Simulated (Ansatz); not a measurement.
Geometry optimisation in Ansatz: input, command and trajectory.

```yaml
crystal:
  lattice:
    - [-6.6599807821, 6.6599807821, 2.665129381]
    - [6.6599807821, -6.6599807821, 2.665129381]
    - [6.6599807821, 6.6599807821, -2.665129381]
  atoms:
    - { symbol: Si, position: [0.2126306102, 0.380327379, 0.5929579892] }
    - { symbol: Si, position: [0.380327379, 0.7873693898, 0.1676967688] }
    - { symbol: Si, position: [0.619672621, 0.2126306102, 0.8323032312] }
    - { symbol: Si, position: [0.7873693898, 0.380327379, 0.1676967688] }
    - { symbol: Si, position: [0.2126306102, 0.619672621, 0.8323032312] }
    - { symbol: Si, position: [0.7873693898, 0.619672621, 0.4070420108] }
    - { symbol: Si, position: [0.380327379, 0.2126306102, 0.5929579892] }
    - { symbol: Si, position: [0.619672621, 0.7873693898, 0.4070420108] }
    - { symbol: O, position: [0.8980543712, 0.1019456288, 0.5] }
    - { symbol: O, position: [0.1019456288, 0.6019456288, 0.2038912576] }
    - { symbol: O, position: [0.3980543712, 0.8980543712, 0.7961087424] }
    - { symbol: O, position: [0.6019456288, 0.3980543712, 0.5] }
    - { symbol: O, position: [0.1019456288, 0.8980543712, 0.5] }
    - { symbol: O, position: [0.8980543712, 0.3980543712, 0.7961087424] }
    - { symbol: O, position: [0.6019456288, 0.1019456288, 0.2038912576] }
    - { symbol: O, position: [0.3980543712, 0.6019456288, 0.5] }
    - { symbol: O, position: [0.2367409724, 0.5, 0.7367409724] }
    - { symbol: O, position: [0.5, 0.7632590276, 0.2632590276] }
    - { symbol: O, position: [0.5, 0.2367409724, 0.7367409724] }
    - { symbol: O, position: [0.7632590276, 0.5, 0.2632590276] }
    - { symbol: O, position: [0.3187269269, 0.3187269269, 0.6374538537] }
    - { symbol: O, position: [0.3187269269, 0.6812730731, 0.0] }
    - { symbol: O, position: [0.6812730731, 0.3187269269, 0.0] }
    - { symbol: O, position: [0.6812730731, 0.6812730731, 0.3625461463] }
basis:
  ecutwfc: 500
kpoints:
  mp_grid: { grid: [6, 6, 6] }
hamiltonian:
  xc: r2scan
scf:
  occupations: { method: gaussian, width: 0.02 }
output:
  forces: true
  stress: true
  eigenvalues: true
relax:
  adjacent_minimum: "off"
  f_tol: 0.01
  max_steps: 30
  cell: { stress_tol: 0.1, fix: [volume] }
```

```bash
ansatz run input.yaml --threads 4 --pin off --max-ram 10240MiB --backend cpu --events-out ev --progress --plain --runs-dir out
```

Theory: Ansatz 0.2.0, DFT r2SCAN, scalar-relativistic, plane waves, PAW.

The volume is held at 1.06 times that of the relaxed cell.

Of 8 frames 7 are shown, positions in Å and forces in eV/Å; the SCF threshold varies from step to step. Steps run on the plane waves of an earlier cell, with a Pulay correction in the pressure. The basis is chosen afresh for the last frame, the zero of the energies, and at times for earlier ones too; energy and pressure can step there, also at an unchanged geometry. Where two frames share a geometry here, they differ by under 2 meV/atom and 0.3 GPa.

```xyz
24
Lattice="-6.6600 6.6600 2.6651 6.6600 -6.6600 2.6651 6.6600 6.6600 -2.6651" Properties=species:S:1:pos:R:3:forces:R:3 pbc="T T T" step=1 free_energy_over_end_meV_per_atom=2.16 pressure_GPa=-5.31
Si    5.0659    2.8322    0.0000   -0.0497   -0.0077    0.0000
Si    3.8277   -1.5940    2.6651    0.0077   -0.0497    0.0000
Si    2.8322    8.2540    0.0000   -0.0077    0.0497    0.0000
Si   -1.5940    3.8277    2.6651   -0.0497    0.0077    0.0000
Si    8.2540    2.8322    0.0000    0.0497   -0.0077    0.0000
Si    1.5940    3.8277    2.6651    0.0497    0.0077    0.0000
Si    2.8322    5.0659    0.0000   -0.0077   -0.0497    0.0000
Si    3.8277    1.5940    2.6651    0.0077    0.0497    0.0000
O    -1.9721    8.6321    1.3326   -0.1403    0.1403    0.0000
O     4.6879   -1.9721    1.3326   -0.1403   -0.1403    0.0000
O     8.6321    1.9721    1.3326    0.1403    0.1403    0.0000
O     1.9721    4.6879    1.3326    0.1403   -0.1403    0.0000
O     8.6321   -1.9721    1.3326    0.1403   -0.1403    0.0000
O     1.9721    8.6321    1.3326    0.1403    0.1403    0.0000
O    -1.9721    4.6879    1.3326   -0.1403   -0.1403    0.0000
O     4.6879    1.9721    1.3326   -0.1403    0.1403    0.0000
O     6.6600    3.1534    0.0000    0.0000   -0.2000    0.0000
O     3.5066    0.0000    2.6651    0.2000    0.0000    0.0000
O     3.1534    6.6600    0.0000   -0.2000    0.0000    0.0000
O     0.0000    3.5066    2.6651    0.0000    0.2000    0.0000
O     4.2454    4.2454    0.0000   -0.1644   -0.1644    0.0000
O     2.4146   -2.4146    2.6651    0.1644   -0.1644    0.0000
O    -2.4146    2.4146    2.6651   -0.1644    0.1644    0.0000
O     2.4146    2.4146    2.6651    0.1644    0.1644    0.0000
24
Lattice="-6.6597 6.6597 2.6654 6.6597 -6.6597 2.6654 6.6597 6.6597 -2.6654" Properties=species:S:1:pos:R:3:forces:R:3 pbc="T T T" step=2 free_energy_over_end_meV_per_atom=1.51 pressure_GPa=-5.11
Si    5.0639    2.8318    0.0000    0.0024    0.0048    0.0000
Si    3.8278   -1.5958    2.6654   -0.0048    0.0024    0.0000
Si    2.8318    8.2555    0.0000    0.0048   -0.0024    0.0000
Si   -1.5958    3.8278    2.6654    0.0024   -0.0048    0.0000
Si    8.2555    2.8318    0.0000   -0.0024    0.0048    0.0000
Si    1.5958    3.8278    2.6654   -0.0024   -0.0048    0.0000
Si    2.8318    5.0639    0.0000    0.0048    0.0024    0.0000
Si    3.8278    1.5958    2.6654   -0.0048   -0.0024    0.0000
O    -1.9759    8.6356    1.3327   -0.1073    0.1073    0.0000
O     4.6838   -1.9759    1.3327   -0.1073   -0.1073    0.0000
O     8.6356    1.9759    1.3327    0.1073    0.1073    0.0000
O     1.9759    4.6838    1.3327    0.1073   -0.1073    0.0000
O     8.6356   -1.9759    1.3327    0.1073   -0.1073    0.0000
O     1.9759    8.6356    1.3327    0.1073    0.1073    0.0000
O    -1.9759    4.6838    1.3327   -0.1073   -0.1073    0.0000
O     4.6838    1.9759    1.3327   -0.1073    0.1073    0.0000
O     6.6597    3.1472    0.0000    0.0000   -0.1795    0.0000
O     3.5125    0.0000    2.6654    0.1795    0.0000    0.0000
O     3.1472    6.6597    0.0000   -0.1795    0.0000    0.0000
O     0.0000    3.5125    2.6654    0.0000    0.1795    0.0000
O     4.2426    4.2426    0.0000   -0.1165   -0.1165    0.0000
O     2.4171   -2.4171    2.6654    0.1165   -0.1165    0.0000
O    -2.4171    2.4171    2.6654   -0.1165    0.1165    0.0000
O     2.4171    2.4171    2.6654    0.1165    0.1165    0.0000
24
Lattice="-6.6551 6.6551 2.6690 6.6551 -6.6551 2.6690 6.6551 6.6551 -2.6690" Properties=species:S:1:pos:R:3:forces:R:3 pbc="T T T" step=3 free_energy_over_end_meV_per_atom=0.41 pressure_GPa=-4.36
Si    5.0576    2.8294    0.0000   -0.0901    0.0070    0.0000
Si    3.8258   -1.5975    2.6690   -0.0070   -0.0901    0.0000
Si    2.8294    8.2526    0.0000    0.0070    0.0901    0.0000
Si   -1.5975    3.8258    2.6690   -0.0901   -0.0070    0.0000
Si    8.2526    2.8294    0.0000    0.0901    0.0070    0.0000
Si    1.5975    3.8258    2.6690    0.0901   -0.0070    0.0000
Si    2.8294    5.0576    0.0000    0.0070   -0.0901    0.0000
Si    3.8258    1.5975    2.6690   -0.0070    0.0901    0.0000
O    -1.9897    8.6448    1.3345    0.0061   -0.0061    0.0000
O     4.6654   -1.9897    1.3345    0.0061    0.0061    0.0000
O     8.6448    1.9897    1.3345   -0.0061   -0.0061    0.0000
O     1.9897    4.6654    1.3345   -0.0061    0.0061    0.0000
O     8.6448   -1.9897    1.3345   -0.0061    0.0061    0.0000
O     1.9897    8.6448    1.3345   -0.0061   -0.0061    0.0000
O    -1.9897    4.6654    1.3345    0.0061    0.0061    0.0000
O     4.6654    1.9897    1.3345    0.0061   -0.0061    0.0000
O     6.6551    3.1137    0.0000    0.0000   -0.0180    0.0000
O     3.5414    0.0000    2.6690    0.0180    0.0000    0.0000
O     3.1137    6.6551    0.0000   -0.0180    0.0000    0.0000
O     0.0000    3.5414    2.6690    0.0000    0.0180    0.0000
O     4.2346    4.2346    0.0000    0.0540    0.0540    0.0000
O     2.4205   -2.4205    2.6690   -0.0540    0.0540    0.0000
O    -2.4205    2.4205    2.6690    0.0540   -0.0540    0.0000
O     2.4205    2.4205    2.6690   -0.0540   -0.0540    0.0000
24
Lattice="-6.6614 6.6614 2.6640 6.6614 -6.6614 2.6640 6.6614 6.6614 -2.6640" Properties=species:S:1:pos:R:3:forces:R:3 pbc="T T T" step=4 free_energy_over_end_meV_per_atom=0.05 pressure_GPa=-4.24
Si    5.0584    2.8430    0.0000    0.0261   -0.0124    0.0000
Si    3.8183   -1.6029    2.6640    0.0124    0.0261    0.0000
Si    2.8430    8.2643    0.0000   -0.0124   -0.0261    0.0000
Si   -1.6029    3.8183    2.6640    0.0261    0.0124    0.0000
Si    8.2643    2.8430    0.0000   -0.0261   -0.0124    0.0000
Si    1.6029    3.8183    2.6640   -0.0261    0.0124    0.0000
Si    2.8430    5.0584    0.0000   -0.0124    0.0261    0.0000
Si    3.8183    1.6029    2.6640    0.0124   -0.0261    0.0000
O    -2.0076    8.6689    1.3320   -0.0249    0.0249    0.0000
O     4.6538   -2.0076    1.3320   -0.0249   -0.0249    0.0000
O     8.6689    2.0076    1.3320    0.0249    0.0249    0.0000
O     2.0076    4.6538    1.3320    0.0249   -0.0249    0.0000
O     8.6689   -2.0076    1.3320    0.0249   -0.0249    0.0000
O     2.0076    8.6689    1.3320    0.0249    0.0249    0.0000
O    -2.0076    4.6538    1.3320   -0.0249   -0.0249    0.0000
O     4.6538    2.0076    1.3320   -0.0249    0.0249    0.0000
O     6.6614    3.0928    0.0000    0.0000    0.0389    0.0000
O     3.5686    0.0000    2.6640   -0.0389    0.0000    0.0000
O     3.0928    6.6614    0.0000    0.0389    0.0000    0.0000
O     0.0000    3.5686    2.6640    0.0000   -0.0389    0.0000
O     4.2672    4.2672    0.0000   -0.0005   -0.0005    0.0000
O     2.3941   -2.3941    2.6640    0.0005   -0.0005    0.0000
O    -2.3941    2.3941    2.6640   -0.0005    0.0005    0.0000
O     2.3941    2.3941    2.6640    0.0005    0.0005    0.0000
24
Lattice="-6.6606 6.6606 2.6646 6.6606 -6.6606 2.6646 6.6606 6.6606 -2.6646" Properties=species:S:1:pos:R:3:forces:R:3 pbc="T T T" step=5 free_energy_over_end_meV_per_atom=0.00 pressure_GPa=-4.21
Si    5.0580    2.8453    0.0000   -0.0162    0.0168    0.0000
Si    3.8154   -1.6026    2.6646   -0.0168   -0.0162    0.0000
Si    2.8453    8.2633    0.0000    0.0168    0.0162    0.0000
Si   -1.6026    3.8154    2.6646   -0.0162   -0.0168    0.0000
Si    8.2633    2.8453    0.0000    0.0162    0.0168    0.0000
Si    1.6026    3.8154    2.6646    0.0162   -0.0168    0.0000
Si    2.8453    5.0580    0.0000    0.0168   -0.0162    0.0000
Si    3.8154    1.6026    2.6646   -0.0168    0.0162    0.0000
O    -2.0133    8.6739    1.3323    0.0043   -0.0043    0.0000
O     4.6473   -2.0133    1.3323    0.0043    0.0043    0.0000
O     8.6739    2.0133    1.3323   -0.0043   -0.0043    0.0000
O     2.0133    4.6473    1.3323   -0.0043    0.0043    0.0000
O     8.6739   -2.0133    1.3323   -0.0043    0.0043    0.0000
O     2.0133    8.6739    1.3323   -0.0043   -0.0043    0.0000
O    -2.0133    4.6473    1.3323    0.0043    0.0043    0.0000
O     4.6473    2.0133    1.3323    0.0043   -0.0043    0.0000
O     6.6606    3.0941    0.0000    0.0000   -0.0007    0.0000
O     3.5665    0.0000    2.6646    0.0007    0.0000    0.0000
O     3.0941    6.6606    0.0000   -0.0007    0.0000    0.0000
O     0.0000    3.5665    2.6646    0.0000    0.0007    0.0000
O     4.2723    4.2723    0.0000   -0.0004   -0.0004    0.0000
O     2.3884   -2.3884    2.6646    0.0004   -0.0004    0.0000
O    -2.3884    2.3884    2.6646   -0.0004    0.0004    0.0000
O     2.3884    2.3884    2.6646    0.0004    0.0004    0.0000
24
Lattice="-6.6618 6.6618 2.6637 6.6618 -6.6618 2.6637 6.6618 6.6618 -2.6637" Properties=species:S:1:pos:R:3:forces:R:3 pbc="T T T" step=6 free_energy_over_end_meV_per_atom=0.00 pressure_GPa=-4.21
Si    5.0586    2.8473    0.0000    0.0043   -0.0136    0.0000
Si    3.8145   -1.6032    2.6637    0.0136    0.0043    0.0000
Si    2.8473    8.2650    0.0000   -0.0136   -0.0043    0.0000
Si   -1.6032    3.8145    2.6637    0.0043    0.0136    0.0000
Si    8.2650    2.8473    0.0000   -0.0043   -0.0136    0.0000
Si    1.6032    3.8145    2.6637   -0.0043    0.0136    0.0000
Si    2.8473    5.0586    0.0000   -0.0136    0.0043    0.0000
Si    3.8145    1.6032    2.6637    0.0136   -0.0043    0.0000
O    -2.0147    8.6765    1.3318   -0.0009    0.0009    0.0000
O     4.6471   -2.0147    1.3318   -0.0009   -0.0009    0.0000
O     8.6765    2.0147    1.3318    0.0009    0.0009    0.0000
O     2.0147    4.6471    1.3318    0.0009   -0.0009    0.0000
O     8.6765   -2.0147    1.3318    0.0009   -0.0009    0.0000
O     2.0147    8.6765    1.3318    0.0009    0.0009    0.0000
O    -2.0147    4.6471    1.3318   -0.0009   -0.0009    0.0000
O     4.6471    2.0147    1.3318   -0.0009    0.0009    0.0000
O     6.6618    3.0945    0.0000    0.0000   -0.0003    0.0000
O     3.5672    0.0000    2.6637    0.0003    0.0000    0.0000
O     3.0945    6.6618    0.0000   -0.0003    0.0000    0.0000
O     0.0000    3.5672    2.6637    0.0000    0.0003    0.0000
O     4.2745    4.2745    0.0000    0.0045    0.0045    0.0000
O     2.3873   -2.3873    2.6637   -0.0045    0.0045    0.0000
O    -2.3873    2.3873    2.6637    0.0045   -0.0045    0.0000
O     2.3873    2.3873    2.6637   -0.0045   -0.0045    0.0000
24
Lattice="-6.6614 6.6614 2.6640 6.6614 -6.6614 2.6640 6.6614 6.6614 -2.6640" Properties=species:S:1:pos:R:3:forces:R:3 pbc="T T T" step=8 free_energy_over_end_meV_per_atom=0.00 pressure_GPa=-4.21
Si    5.0583    2.8467    0.0000    0.0000   -0.0001    0.0000
Si    3.8147   -1.6031    2.6640    0.0001    0.0000    0.0000
Si    2.8467    8.2645    0.0000   -0.0001    0.0000    0.0000
Si   -1.6031    3.8147    2.6640    0.0000    0.0001    0.0000
Si    8.2645    2.8467    0.0000    0.0000   -0.0001    0.0000
Si    1.6031    3.8147    2.6640    0.0000    0.0001    0.0000
Si    2.8467    5.0583    0.0000   -0.0001    0.0000    0.0000
Si    3.8147    1.6031    2.6640    0.0001    0.0000    0.0000
O    -2.0144    8.6758    1.3320    0.0000    0.0000    0.0000
O     4.6470   -2.0144    1.3320    0.0000    0.0000    0.0000
O     8.6758    2.0144    1.3320    0.0000    0.0000    0.0000
O     2.0144    4.6470    1.3320    0.0000    0.0000    0.0000
O     8.6758   -2.0144    1.3320    0.0000    0.0000    0.0000
O     2.0144    8.6758    1.3320    0.0000    0.0000    0.0000
O    -2.0144    4.6470    1.3320    0.0000    0.0000    0.0000
O     4.6470    2.0144    1.3320    0.0000    0.0000    0.0000
O     6.6614    3.0940    0.0000    0.0000    0.0000    0.0000
O     3.5674    0.0000    2.6640    0.0000    0.0000    0.0000
O     3.0940    6.6614    0.0000    0.0000    0.0000    0.0000
O     0.0000    3.5674    2.6640    0.0000    0.0000    0.0000
O     4.2743    4.2743    0.0000    0.0000    0.0000    0.0000
O     2.3871   -2.3871    2.6640    0.0000    0.0000    0.0000
O    -2.3871    2.3871    2.6640    0.0000    0.0000    0.0000
O     2.3871    2.3871    2.6640    0.0000    0.0000    0.0000
```

Time: 2 min on 4 threads of AMD EPYC 9R45 96-Core Processor (Zen 5) (shared host), peak memory 3.5 GiB.